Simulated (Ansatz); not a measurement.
ReC:
```yaml
crystal:
  lattice:
    - [0.00000, 2.15551, 2.15551]
    - [2.15551, 0.00000, 2.15551]
    - [2.15551, 2.15551, 0.00000]
  atoms:
    - { symbol: Re, position: [0.00000, 0.00000, 0.00000] }
    - { symbol: C, position: [0.50000, 0.50000, 0.50000] }
```

Relaxed with PBEsol. Special points in fractions of this cell's reciprocal vectors: Γ (0.000, 0.000, 0.000); X (0.500, 0.000, 0.500); U (0.625, 0.250, 0.625); K (0.375, 0.375, 0.750); L (0.500, 0.500, 0.500); W (0.500, 0.250, 0.750).

Problem. List the band energies nearest the Fermi level at these points for PBEsol with spin–orbit coupling (plane waves, PAW; program Ansatz).

Solution. In eV from the Fermi level; about four levels below and three above (degenerate sets whole), none deeper than 8.9 eV; … stands for higher levels left out; points with the same levels are listed once.

| k | below | above |
|---|---|---|
| Γ | -1.00 -1.00 -1.00 -1.00 | … |
| X | -2.40 -2.40 -0.19 -0.19 | 0.95 0.95 1.59 1.59 |
| U | -5.32 -5.32 -2.15 -2.15 | 0.42 0.42 1.75 1.75 |
| L | -7.26 -7.26 -7.05 -7.05 | 0.03 0.03 0.12 0.12 |
| W | -0.06 -0.06 -0.03 -0.03 | 1.26 1.26 2.74 2.74 |

Space group Fm-3m (rock salt). The start of the workflow was typed in or built on a structure type; neither database checked (COD, Materials Project) lists it. Its standing as an ambient phase is unchecked. Symmetry was held in the PBEsol relaxation. At this level the phase is mechanically unstable. The run is not spin-polarised. Its formation energy is positive at this level, so the cell may be metastable or incomplete.

Potentials: the earlier of the program's two PAW sets. The files were generated under PBE; for other functionals the program regenerates the frozen cores, and for LDA and PBEsol the local potential too.
